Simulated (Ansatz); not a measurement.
One crystal and one scan (energy against volume) at two levels, PBE (plane waves to 420 eV, PAW, scalar-relativistic; Ansatz, an electronic-structure program) and r2SCAN (plane waves to 500 eV, PAW, scalar-relativistic; Ansatz), each from its own relaxed cell and on its own mesh. The cell shown is that of PBE.

PbSe (rock salt)

```
PbSe
1.0
    0.00000     3.10888     3.10888
    3.10888     0.00000     3.10888
    3.10888     3.10888     0.00000
Se Pb
1 1
Direct
  0.00000   0.00000   0.00000
  0.50000   0.50000   0.50000
```

The volume is varied about the relaxed value V₀ at fixed cell shape. Symmetry pins the atoms to their sites.

Energies are smeared free energies. PbSe was relaxed with its symmetry unable to fall. Spin-orbit coupling is left out, though Pb is heavy. Percentages come from the unrounded values. Both scans cover V/V₀ from 0.900 to 1.100.

Results of PBE:

```
Quantity                                                 Result
-------------------------------------------------------  ------
Lattice constant a (Å)                                    6.218
Pressure at the smallest volume (GPa)                      6.17
Energy cost of the largest compression (meV/atom)          52.6
Energy cost of the largest expansion (meV/atom)            36.9
Bulk modulus B₀ (third-order Birch-Murnaghan fit) (GPa)    46.5
Pressure for 5 % compression (fit) (GPa)                    2.7
```

Q: What does r2SCAN give for the same quantities?

A: 
```json
[
 {"quantity": "Lattice constant a (Å)", "r2SCAN": "6.178", "PBE − r2SCAN": "+0.040 (+0.6 %)"},
 {"quantity": "Pressure at the smallest volume (GPa)", "r2SCAN": "6.79", "PBE − r2SCAN": "-0.62 (-9.2 %)"},
 {"quantity": "Energy cost of the largest compression (meV/atom)", "r2SCAN": "56.8", "PBE − r2SCAN": "-4.2 (-7.5 %)"},
 {"quantity": "Energy cost of the largest expansion (meV/atom)", "r2SCAN": "40.0", "PBE − r2SCAN": "-3.1 (-7.7 %)"},
 {"quantity": "Bulk modulus B₀ (third-order Birch-Murnaghan fit) (GPa)", "r2SCAN": "51.3", "PBE − r2SCAN": "-4.8 (-9.4 %)"},
 {"quantity": "Pressure for 5 % compression (fit) (GPa)", "r2SCAN": "2.9", "PBE − r2SCAN": "-0.2 (-9 %)"}
]
```

PBE gives the higher value for: lattice constant a. PBE gives the lower value for: pressure at the smallest volume; energy cost of the largest compression; energy cost of the largest expansion; bulk modulus B₀.

(Under strain, the slope of the energy per volume gives the stress and its curvature an elastic modulus.)
